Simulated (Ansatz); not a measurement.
Problem. Name crystals whose computed values (the program Ansatz at the PBE level (PAW)) fall in these windows: B₀ by P(V) fit (GPa) 120 to 160; Θ_D (K) 580 to 820; G_Hill (GPa) 93 to 130.

Solution. 

| crystal | B₀ by P(V) fit (GPa) | Θ_D (K) | G_Hill (GPa) |
|---|---|---|---|
| TiSi2, Fddd (Ti on 8b, Si on 16f) | 140 | 717 | 114 |
Others may fit too.

The cell was relaxed under the symmetry of its start. Rows with no word on spin ran without spin polarisation.

Potentials: the later of the program's two PAW sets.
